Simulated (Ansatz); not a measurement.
WO3 in space group P6/mmm (No. 191; W on 3f, O on 6l, O on 3g) at seven volumes, DFT-PBEsol in the program Ansatz with PAW potentials, shape and atoms relaxed at each. One row is withheld.

| V (Å³/atom) | P (GPa) |
|---|---|
| 13.625 | 20.04 |
| 14.074 | ? |
| 14.523 | 5.90 |
| 14.972 | 0.00 |
| 15.421 | -5.20 |
| 15.871 | -9.77 |
| 16.320 | -13.74 |

Fit the shown pressures and predict the withheld one.

P = (3/2)B₀(x^(7/2) − x^(5/2))[1 + (3/4)(B′ − 4)(x − 1)] with x = (V₀/V)^(2/3). Least squares on the six rows gives V₀ = 14.972 Å³/atom, B₀ = 183 GPa, B′ = 3.18. At V = 14.074, x = 1.0421 and P = 12.48 GPa. The run itself gave 12.55 GPa.

The workflow started from a Materials Project entry (that database holds measured and hypothetical structures alike); the Crystallography Open Database files this formula in space group No. 191, but the cells were not matched. Whether it is the stable phase at ambient conditions was not checked. The cell was relaxed with PBEsol under the symmetry of its start; whether a distortion lowers the energy is not shown. The run is not spin-polarised. No Hubbard U is applied. Spin–orbit coupling is left out wherever it is not named.

Potentials: the later of the program's two PAW sets.
